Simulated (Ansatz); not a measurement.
Relaxed-ion elastic tensor of CdTe (CsCl type, Pm-3m) in GPa (Voigt order), r²SCAN (plane waves, PAW; program Ansatz); density 7.44 g/cm³, 26.78 Å³ per atom.

```
 43.8   52.6   52.6    0.0    0.0    0.0
 52.6   43.8   52.6    0.0    0.0    0.0
 52.6   52.6   43.8    0.0    0.0    0.0
  0.0    0.0    0.0  -12.2    0.0    0.0
  0.0    0.0    0.0    0.0  -12.2    0.0
  0.0    0.0    0.0    0.0    0.0  -12.2
```

Q: Is the crystal mechanically stable?

A: No: the smallest eigenvalue of C is -12.2 GPa.

The start of the workflow was typed in or built on a structure type; neither database checked (COD, Materials Project) lists it. It is not the phase usual at ambient conditions (space group No. 216). Symmetry was held in the r²SCAN relaxation. At this level the phase is mechanically unstable. The volume moved by 17 % from the start of the relaxation. As this level gives no gap, shear constants depend on the k-mesh and smearing (Fermi–Dirac, 0.1 eV here). Scalar-relativistic: spin–orbit coupling is off unless named, which matters more the heavier the elements.

Potentials: the earlier of the program's two PAW sets.
